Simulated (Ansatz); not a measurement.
Theory: DFT PBE, scalar-relativistic, plane waves, PAW in Ansatz 0.2.0. All cells share a 420 eV cutoff and Γ-centred k meshes spaced at most about 0.3 Å⁻¹ (about 0.25 or finer for metals, 2π included). No spin polarisation in the final relaxations.

These are static total energies at zero pressure. All come from trial cells, and lower structures may exist.

Question: Order these relaxed structures of NaInTe by energy, lowest first, with the energy over the lowest of them.
A.

```
CELL_PARAMETERS angstrom
3.19751 0.00000 0.00000
0.00000 5.84965 0.00000
0.00000 0.00000 6.55105
ATOMIC_POSITIONS crystal
Na 0.00000 0.00000 0.50000
In 0.00000 0.50000 0.00000
Te 0.00000 0.50000 0.50000
```

B.

```
CELL_PARAMETERS angstrom
4.77174 0.00000 0.00000
0.00000 4.77174 0.00000
0.00000 0.00000 5.82853
ATOMIC_POSITIONS crystal
Na 0.00000 0.00000 0.00000
In 0.50000 0.50000 0.50000
Te 0.00000 0.00000 0.50000
```

Answer: B (0 meV/atom), A (137 meV/atom). Forms: B P4/mmm; A Pmmm. Counting Te atoms around In and Na (those within 1.25 times the shortest such distance or 1.15 times the sum of covalent radii, 1.27 where that leaves under three; the shortest distance is added where it exceeds 1.18 times the sum of covalent radii): B has Na 2, In 4 from 3.4 Å; A has Na 2, In 2.

These runs have no spin–orbit coupling, which can matter for Te. Cells relaxed within their symmetry can be saddle points. Some types were kept out of the candidates beforehand, so the set may lack a known form.
